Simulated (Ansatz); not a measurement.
Values for one crystal, relaxed and computed with plane-wave PAW LDA (Ansatz code); other levels are named.

```yaml
volume_per_atom: 18.32 Å³
electronic_character: metallic (no gap)
Bulk modulus (Birch–Murnaghan fit): 188 GPa
zone_centre_stability: no imaginary mode at Γ
Density of states at the Fermi level: 0.37 states/eV per atom (mean over ±0.08 eV)
Formation energy from the elements (no fitted shifts): -1.11 eV/atom
Pressure derivative B′: 4.1
```

### Question
Pick the material that matches.
A) TiRu, CsCl type
B) In2Ag, I4/mcm (In on 8h, Ag on 4a)
C) ZrPt, Cmcm (Zr on 4c, Pt on 4c)
D) MgAu, CsCl type

### Answer
C, ZrPt, Cmcm (Zr on 4c, Pt on 4c)

The first step of the workflow began from a Materials Project structure, measured or hypothetical; the Crystallography Open Database copy checked does not list it. COD files the formula under space group No. 221, so this cell is another polymorph or a model. Its standing as an ambient phase is unchecked. Symmetry was held in the LDA relaxation. No spin polarisation was allowed. The references are the lowest solids computed at this level, not always the standard phases. Scalar-relativistic: spin–orbit coupling is off unless named, which matters more the heavier the elements.

Potentials: the later of the program's two PAW sets.
